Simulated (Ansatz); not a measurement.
Input:

GaP:
```cif
data_GaP
_chemical_formula_sum 'Ga1 P1'
_space_group_name_H-M_alt 'P 1'
_space_group_IT_number 1
_cell_length_a 3.21723
_cell_length_b 3.21723
_cell_length_c 3.21723
_cell_angle_alpha 90.000
_cell_angle_beta 90.000
_cell_angle_gamma 90.000
loop_
_space_group_symop_operation_xyz
  'x, y, z'
loop_
_atom_site_label
_atom_site_type_symbol
_atom_site_fract_x
_atom_site_fract_y
_atom_site_fract_z
_atom_site_occupancy
Ga1 Ga 0.00000 0.00000 0.00000 1
P1 P 0.50000 0.50000 0.50000 1
```

This is the PBE-relaxed structure.

**Question.** All from the program Ansatz at the PBE level (PAW), unless another level is named. Predict the electronic character.

**Answer.** metallic (no gap).

**Question.** Predict the formation energy from the elements (no fitted shifts).

**Answer.** 0.32 eV/atom.

**Question.** And the density of states at the Fermi level?

**Answer.** 0.51 states/eV per atom (mean over ±0.08 eV).

**Question.** What about the gap with spin–orbit coupling?

**Answer.** none (metallic).

Space group Pm-3m (CsCl type). The cell is a constructed one: a structure type filled with these elements; neither database checked (COD, Materials Project) lists it. It is not the phase usual at ambient conditions (space group No. 216). Symmetry was held in the PBE relaxation; whether a distortion lowers the energy is not shown. The references are the lowest solids computed at this level, not always the standard phases. Scalar-relativistic: spin–orbit coupling is off unless named, which matters more the heavier the elements.

Potentials: the earlier of the program's two PAW sets.
